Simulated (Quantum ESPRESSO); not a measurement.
# Planted mistakes on one cell of Ga7InP8

Calculated results; nothing here was measured. They come from pw.x of Quantum ESPRESSO 7.5, a plane-wave density functional program, with PseudoDojo standard norm-conserving files (v0.5 for PBE, v0.4.1 for LDA and PBEsol). The cells are made up: elements, strain and atom displacements were drawn at random, and nothing was relaxed. There is no spin polarisation, spin-orbit coupling or dispersion term.

The cell has 16 sites of a zincblende or diamond lattice (two cubes along c). Sites 1 to 8 hold Ga Ga Ga Ga In Ga Ga Ga; sites 9 to 16 hold P P P P P P P P. Cell vectors in Å: (5.633, 0.046, 0.000); (0.046, 5.521, 0.007); (-0.001, 0.015, 11.139). Settings: PBE, cutoff 1088 eV, 4 x 4 x 2 k mesh shifted by half a step, Fermi-Dirac smearing of 0.025 eV.

The intended run has a self-consistency threshold of 1e-07 eV, a smearing term of 0.000 eV, a pressure of 0.85 GPa and 13 iterations. Each further run changes one thing: all lengths scaled by 0.9925; atoms of sites 2 and 14 exchanged; k mesh 1 x 1 x 1; one electron added; smearing 0.44 eV; threshold 0.1 eV. A coarse mesh keeps the shift, and a charged cell sits in a uniform background.

| run | change of free energy (eV) | smearing term -TS (eV) | change of P (GPa) | largest change of a force component (eV/Å) | iterations |
| --- | --- | --- | --- | --- | --- |
| A | 0.085 | 0.000 | 1.78 | 0.173 | 13 |
| B | 4.942 | 0.000 | 1.98 | 0.165 | 13 |
| C | 4.012 | -0.005 | 1.63 | 0.642 | 14 |
| D | 8.622 | -0.007 | 6.30 | 0.246 | 13 |
| E | 0.050 | 0.000 | 0.72 | 2.340 | 4 |
| F | -0.348 | -1.406 | 0.41 | 0.129 | 12 |

A rerun of the intended cell at 1377 eV and k mesh 6 x 6 x 4 moved values by no more than 0.021 eV in the cell's energy, 0.03 GPa in stress and 0.003 eV/Å in force.

Question: which change belongs to which run?

## Worked reading

Run E has the fewest iterations, as a run stopped early does. Run F has the largest smearing term, as wide smearing gives. Run A changes the volume by a factor of 0.9777; minus its pressure change over the logarithm of that factor, 79 GPa, is a rough bulk modulus with clamped atoms. Energies from files of another functional, or of a charged cell, have another zero and say nothing on stability; the pressure of a charged cell rests on the program's zero of potential too.

## Key

```
run                             change
  A       all lengths scaled by 0.9925
  B                   k mesh 1 x 1 x 1
  C  atoms of sites 2 and 14 exchanged
  D                 one electron added
  E                   threshold 0.1 eV
  F                   smearing 0.44 eV
```